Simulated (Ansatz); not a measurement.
# Trial structures of LuBeSi4: starts and ends

Method: DFT PBE, scalar-relativistic, plane waves, PAW (Ansatz). All cells share a 420 eV cutoff and Γ-centred k meshes spaced at most about 0.3 Å⁻¹ (about 0.25 or finer for metals, 2π included). No spin polarisation in the final relaxations.

Each guess was relaxed in cell and atoms at zero pressure, within the symmetry of its start. All energies are static (0 K, no zero-point motion). Coordination counts Si atoms around Be and Lu (those within 1.25 times the shortest such distance or 1.15 times the sum of covalent radii; the shortest distance is added where it is long for a bond).

| guess | made from | start group | V start (Å³/atom) | end group | V end (Å³/atom) | coordination at the end | gap on mesh (eV) | E over the lowest end (meV/atom) |
| --- | --- | --- | --- | --- | --- | --- | --- | --- |
| 1 | Be4SiNi type | F-43m | 14.7 | F-43m | 15.2 | Lu 12, Be 12 from 3.0 Å | 0 | 165 |
| 2 | TaTiTe4 type | P-3m1 | 15.4 | ? | ? | ? | ? | ? |
| 3 | random cell | F-43m | 16.4 | F-43m | 22.1 | Lu 12, Be 4 | 0 | 435 |
| 4 | random cell | P4/mmm | 15.5 | P4/mmm | 16.4 | Lu 8, Be 8 | 0 | 0 |
| 5 | random cell | P6/mmm | 18.6 | P6/mmm | 31.9 | Lu 8, Be 2 | 0 | 1255 |
| 6 | random cell | P4mm | 18.3 | P4mm | 18.7 | Lu 8, Be 4 | 0 | 296 |

Guess 2 as it starts:

```xyz
6
Lattice="3.0442 0.0000 0.0000 -1.5221 2.6364 0.0000 0.0000 0.0000 11.5149" Properties=species:S:1:pos:R:3 pbc="T T T"
Lu    0.0000    0.0000    0.0000
Be    0.0000    0.0000    5.7574
Si    1.5221    0.8788   10.0400
Si    1.5221    0.8788    4.3423
Si    0.0000    1.7576    7.1726
Si    0.0000    1.7576    1.4749
```

Q: Fill in the missing row: what does this guess relax into, and where does it rank?

A: It ends in space group P-3m1 (No. 164), with a = 3.115 Å, c = 11.470 Å, 16.1 Å³/atom and no gap. It lies 0.33 eV/atom over the lowest end, above guess 6 and below guess 3. Counting Si atoms around Be and Lu, this end has Lu 6, Be 6 and the lowest (guess 4) has Lu 8, Be 8. This end holds Si–Si nets (shortest 2.54 Å); in the lowest (guess 4) the shortest Si–Si distance is 2.59 Å, near bonding range too.

```
CELL_PARAMETERS angstrom
3.11485 0.00000 0.00000
-1.55742 2.69754 0.00000
0.00000 0.00000 11.47001
ATOMIC_POSITIONS crystal
Lu 0.00000 0.00000 0.00000
Be 0.00000 0.00000 0.50000
Si 0.66667 0.33333 0.79485
Si 0.66667 0.33333 0.36165
Si 0.33333 0.66667 0.63835
Si 0.33333 0.66667 0.20515
```

Energies over the elements count from the elements' standard structures at the same level, with no fitted energy shifts.

Q: Is the lowest end bound against the elements?

A: Yes: its formation energy is −0.05 eV/atom. Whether it is stable depends on the other phases of the system, which aren't compared here.

A magnetic state wasn't ruled out in cells without spin, among them P4/mmm, F-43m at 15.2 Å³/atom, P4mm, P-3m1, F-43m at 22.1 Å³/atom and others. Cells relaxed within their symmetry can be saddle points. A lower structure may well exist outside this small set. Some structure types and database cells were kept out of the candidates from the start, so a known form may be missing.
